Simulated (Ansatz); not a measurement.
# Orbital-resolved density of states of LuC₂

```yaml
crystal:
  lattice:
    - [-1.78296, 1.78296, 3.02895]
    - [1.78296, -1.78296, 3.02895]
    - [1.78296, 1.78296, -3.02895]
  atoms:
    - { symbol: Lu, position: [0.00000, 0.00000, 0.00000] }
    - { symbol: C, position: [0.60794, 0.60794, 0.00000] }
    - { symbol: C, position: [0.39206, 0.39206, 0.00000] }
```

Atom numbers follow the list: Lu1, C2, C3.

Structure from Materials Project entry mp-8371 (possibly hypothetical), not relaxed further.

No spin–orbit coupling, which matters for the heavy atoms here.

These are results of Ansatz 0.2.0, DFT, LDA, all-electron LAPW, scalar-relativistic, not measurements.

Sampling and basis: a Γ-centred 14×14×14 k mesh, Fermi–Dirac smearing of 0.08 eV, basis error target 1 meV/atom, no spin polarisation.

States per eV for one atom of each kind, in 0.4 eV bins named by their centres, from the Fermi level, projected on a minimal set of Löwdin-orthogonalised atomic shells; orbitals are real harmonics on the Cartesian axes, equal curves share a column, and empty bins are left out, as is all above 3.1 eV, near the top of the computed bands.

Lu1 4f:

```
# E all fz3 fxz2=fyz2 fz(x2-y2) fxyz fx(x2-3y2)=fy(3x2-y2)
-7.9 0.01 0.00 0.00 0.00 0.00 0.00
-7.5 0.02 0.01 0.00 0.00 0.01 0.00
-7.1 0.03 0.01 0.00 0.00 0.01 0.00
-6.7 0.04 0.01 0.00 0.00 0.02 0.00
-6.3 0.06 0.03 0.00 0.00 0.02 0.00
-5.9 0.26 0.13 0.02 0.00 0.03 0.03
-5.5 1.69 0.22 0.06 0.00 0.10 0.63
-5.1 28.86 3.77 4.33 4.90 4.19 3.68
-4.7 2.83 0.46 0.45 0.08 0.58 0.41
-4.3 0.59 0.11 0.08 0.01 0.02 0.15
-3.9 0.28 0.08 0.03 0.00 0.00 0.07
-3.5 0.13 0.06 0.01 0.00 0.00 0.02
-3.1 0.09 0.06 0.01 0.00 0.00 0.00
-2.7 0.02 0.02 0.00 0.00 0.00 0.00
-0.7 0.01 0.00 0.00 0.00 0.00 0.00
-0.3 0.01 0.00 0.00 0.00 0.00 0.00
0.1 0.01 0.00 0.00 0.00 0.00 0.00
0.5 0.01 0.00 0.00 0.00 0.00 0.00
0.9 0.01 0.00 0.00 0.00 0.00 0.00
1.3 0.01 0.00 0.00 0.00 0.00 0.00
1.7 0.01 0.00 0.00 0.00 0.00 0.00
2.1 0.01 0.00 0.00 0.00 0.00 0.00
2.5 0.01 0.00 0.00 0.00 0.00 0.00
```

Lu1 5d:

```
# E all dz2 dxz=dyz dx2-y2 dxy
-7.9 0.23 0.05 0.08 0.03 0.00
-7.5 0.29 0.06 0.10 0.02 0.00
-7.1 0.19 0.05 0.06 0.02 0.00
-6.7 0.09 0.03 0.02 0.01 0.00
-6.3 0.07 0.01 0.02 0.02 0.00
-5.9 0.16 0.05 0.02 0.06 0.01
-5.5 0.32 0.15 0.02 0.08 0.06
-5.1 0.35 0.05 0.04 0.04 0.18
-4.7 0.42 0.10 0.03 0.06 0.19
-4.3 0.31 0.09 0.03 0.05 0.11
-3.9 0.31 0.17 0.03 0.04 0.05
-3.5 0.25 0.15 0.02 0.01 0.05
-3.1 0.23 0.13 0.01 0.00 0.06
-2.7 0.14 0.08 0.02 0.00 0.01
-2.3 0.08 0.00 0.04 0.00 0.00
-1.9 0.10 0.00 0.05 0.00 0.00
-1.5 0.13 0.00 0.07 0.00 0.00
-1.1 0.17 0.00 0.08 0.00 0.00
-0.7 0.26 0.00 0.11 0.04 0.00
-0.3 0.32 0.00 0.12 0.08 0.00
0.1 0.38 0.00 0.12 0.13 0.00
0.5 0.44 0.00 0.13 0.17 0.00
0.9 0.47 0.00 0.13 0.21 0.00
1.3 0.51 0.00 0.14 0.23 0.00
1.7 0.51 0.00 0.14 0.23 0.00
2.1 0.51 0.00 0.13 0.24 0.01
2.5 0.55 0.01 0.14 0.25 0.01
2.9 0.54 0.04 0.11 0.27 0.01
```

C2 2p:

```
# E all pz px=py
-7.9 0.23 0.15 0.04
-7.5 0.35 0.24 0.05
-7.1 0.27 0.16 0.05
-6.7 0.22 0.12 0.05
-6.3 0.15 0.06 0.05
-5.9 0.37 0.08 0.15
-5.5 0.87 0.08 0.40
-5.1 0.83 0.10 0.36
-4.7 0.72 0.06 0.33
-4.3 0.61 0.10 0.26
-3.9 0.62 0.22 0.20
-3.5 0.50 0.34 0.08
-3.1 0.54 0.47 0.04
-2.7 0.22 0.20 0.01
-2.3 0.04 0.01 0.02
-1.9 0.05 0.00 0.02
-1.5 0.07 0.00 0.03
-1.1 0.09 0.01 0.04
-0.7 0.12 0.01 0.05
-0.3 0.14 0.01 0.07
0.1 0.16 0.01 0.07
0.5 0.18 0.01 0.09
0.9 0.20 0.01 0.09
1.3 0.24 0.01 0.11
1.7 0.28 0.01 0.13
2.1 0.31 0.01 0.15
2.5 0.43 0.01 0.21
2.9 0.37 0.01 0.18
```

Lu1 6s:

```
# E all
-7.9 0.10
-7.5 0.12
-7.1 0.09
-6.7 0.08
-6.3 0.03
-5.9 0.04
-5.5 0.04
-5.1 0.02
-4.7 0.01
-4.3 0.02
-3.9 0.02
-3.5 0.03
-3.1 0.03
-2.7 0.02
0.5 0.01
0.9 0.01
1.3 0.01
1.7 0.01
2.1 0.02
2.5 0.02
2.9 0.03
```

C2 2s:

```
# E all
-7.9 0.16
-7.5 0.24
-7.1 0.15
-6.7 0.08
-6.3 0.07
-5.9 0.11
-5.5 0.11
-5.1 0.03
-4.7 0.06
-4.3 0.04
-3.9 0.07
-3.5 0.08
-3.1 0.10
-2.7 0.04
-1.5 0.01
-1.1 0.01
-0.7 0.01
-0.3 0.01
0.1 0.02
0.5 0.02
0.9 0.02
1.3 0.02
1.7 0.02
2.1 0.01
2.5 0.01
2.9 0.01
```
